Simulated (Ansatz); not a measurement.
Question: AlPt (rock salt, Fm-3m) is relaxed with plane-wave PAW PBEsol (Ansatz code). What lattice parameters of the conventional cell result?

Answer: a = 5.081 Å.

The start of the workflow was typed in or built on a structure type; neither database checked (COD, Materials Project) lists it. Its standing as an ambient phase is unchecked. Symmetry was held in the PBEsol relaxation; of distortions, only those at the zone centre were tested. No spin polarisation was allowed. Spin–orbit coupling is left out wherever it is not named.

Potentials: the earlier of the program's two PAW sets.
